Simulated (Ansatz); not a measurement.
Zn2InGaO5:
```
Zn2InGaO5
1.0
    3.29969     0.00000     0.00000
   -1.64985     2.85762     0.00000
    0.00000     0.00000    22.37348
Zn In Ga O
4 2 2 10
Direct
  0.33333   0.66667   0.63567
  0.66667   0.33333   0.36433
  0.66667   0.33333   0.13567
  0.33333   0.66667   0.86433
  0.00000   0.00000   0.50000
  0.00000   0.00000   0.00000
  0.00000   0.00000   0.75000
  0.00000   0.00000   0.25000
  0.33333   0.66667   0.54819
  0.66667   0.33333   0.45181
  0.66667   0.33333   0.04819
  0.33333   0.66667   0.95181
  0.00000   0.00000   0.66229
  0.00000   0.00000   0.33771
  0.00000   0.00000   0.16229
  0.00000   0.00000   0.83771
  0.33333   0.66667   0.75000
  0.66667   0.33333   0.25000
```

Relaxed with r²SCAN. Special points in fractions of this cell's reciprocal vectors: Γ (0.000, 0.000, 0.000); M (0.500, 0.000, 0.000); K (0.333, 0.333, 0.000); A (0.000, 0.000, 0.500); L (0.500, 0.000, 0.500); H (0.333, 0.333, 0.500).

Problem. List the band energies nearest the valence-band maximum at these points for the program Ansatz at the r²SCAN with spin–orbit coupling level (PAW).

Solution. In eV from the valence-band maximum; about four levels below and three above (degenerate sets whole), none deeper than 8.9 eV; points with the same levels are listed once.

| k | below | above |
|---|---|---|
| Γ | -0.01 -0.01 0.00 0.00 | 1.80 1.80 2.69 2.69 |
| M | -0.37 -0.37 -0.35 -0.35 | 6.13 6.13 6.29 6.29 |
| K | -0.30 -0.30 -0.30 -0.30 | 7.42 7.42 7.42 7.42 |
| A | 0.00 0.00 0.00 0.00 | 2.11 2.11 2.11 2.11 |
| L | -0.36 -0.36 -0.36 -0.36 | 6.18 6.18 6.18 6.18 |

Space group P6_3/mmc. The first step of the workflow began from a Materials Project structure, measured or hypothetical; the Crystallography Open Database copy checked does not list it. Whether it is the stable phase at ambient conditions was not checked. The r²SCAN relaxation kept the symmetry of its start; its stability against distortions is not shown here.

Potentials: the later of the program's two PAW sets.
